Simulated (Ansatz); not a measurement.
## Clamped-ion strain scan in Te$_{2}$Mo

Computed with DFT LDA, scalar-relativistic, plane waves, PAW (Ansatz). Settings: plane waves to 420 eV, k-mesh 9×9×2 (Γ-centred), Gaussian smearing 0.05 eV. Spin–orbit coupling is left out, which matters for the heavy elements here. No spin polarisation. Energies are free energies at this smearing, counted from the undisturbed cell; pressure is positive in compression.

The undisturbed cell (as given, not relaxed at this level; it stands at -1.8 GPa; this form isn't the usual structure):

```xyz
3
Lattice="3.5602 0.0000 0.0000 -1.7801 3.0833 0.0000 0.0000 0.0000 17.5241" Properties=species:S:1:pos:R:3 pbc="T T T"
Te    0.0000    2.0555   15.7341
Te    0.0000    2.0555    1.7900
Mo   -1.7801    3.0833    0.0000
```

The cell holds layers and no dispersion correction was added, so their binding is poorly described.

The cell is strained by ε times the Voigt pattern (0, 0, 1, 0, 0, 0) (xx, yy, zz, yz, xz, xy; engineering shear) with fractional coordinates fixed.

```tsv
ε	ΔE (meV/atom)	stress summed along the pattern (GPa, tension positive)	pressure (GPa)	gap on the mesh (eV)
-0.0400	4.2	-1.88	0.0	0.96
-0.0300	-1.7	-1.04	-0.5	0.98
-0.0200	-4.2	-0.23	-1.0	1.00
-0.0100	-3.6	0.53	-1.4	1.02
0.0000	0.0	1.26	-1.8	1.04
0.0100	6.4	?	?	1.06
0.0200	?	2.61	-2.5	?
0.0300	27.3	3.23	-2.9	1.10
0.0400	41.4	3.83	-3.2	1.11
```

Q: Give the withheld values.

A: stress summed along the pattern (GPa, tension positive) at ε = 0.0100: 1.95; pressure (GPa) at ε = 0.0100: -2.2; ΔE (meV/atom) at ε = 0.0200: 15.6; gap on the mesh (eV) at ε = 0.0200: 1.08.